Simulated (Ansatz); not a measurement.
⁴³Ca NMR of the central transition in CaVAgO4

Cell: a refined structure from the COD, ions relaxed with PBE at fixed cell.

Space group Pnma (No. 62); a = 7.0325, b = 5.8668, c = 9.3856 Å.

| site | Wyckoff | site symmetry | x | y | z |
| --- | --- | --- | --- | --- | --- |
| Ca | 4c | .m. | 0.9982 | 0.2500 | 0.7327 |
| V | 4c | .m. | 0.2413 | 0.2500 | 0.3965 |
| Ag | 4c | .m. | 0.2128 | 0.2500 | 0.0630 |
| O13 | 4c | .m. | 0.5283 | 0.2500 | 0.0180 |
| O17 | 8d | 1 | 0.2421 | 0.5075 | 0.7894 |
| O25 | 4c | .m. | 0.4175 | 0.2500 | 0.5228 |

One atom of each set is listed.

All values are calculated (Ansatz; DFT, PBE, plane waves and PAW, scalar-relativistic, 420 eV cutoff, Γ-centred 3×4×3 k-points, Fermi–Dirac smearing 0.02 eV), not measured.

⁴³Ca has I = 7/2 and Q = -40.80 mb (Pyykkö 2018); at 9.4 T its Larmor frequency is ν₀ = 27.0 MHz. Only the quadrupole interaction is simulated: positions count from each site's isotropic chemical shift, and J coupling is left out, as are shift anisotropy and dipolar coupling, which fast spinning averages.

Simulated pattern of one Ca site (fast magic-angle spinning, Gaussian broadening 0.03 kHz):

(offset (kHz), height): (-0.6671, 0), (-0.6381, 5), (-0.6091, 9), (-0.5801, 9), (-0.5511, 10), (-0.5221, 10), (-0.4931, 14), (-0.4641, 32), (-0.4351, 40), (-0.4061, 48), (-0.3772, 71), (-0.3482, 97), (-0.3192, 77), (-0.2902, 69), (-0.2612, 68), (-0.2322, 71), (-0.2032, 81), (-0.1742, 100), (-0.1452, 83), (-0.1162, 65), (-0.0872, 57), (-0.0582, 49), (-0.0292, 19), (-0.0003, 1)

Task: Which |C_Q| and η does the pattern imply?

Result: The pattern spans 0.606 kHz before broadening and its centre of gravity is at -0.262 kHz, which fixes P_Q; the places of the horns and steps fix η. That gives P_Q = 1.66 MHz, |C_Q| = 1.63 MHz and η = 0.39. The sign of C_Q can't be read from the pattern.
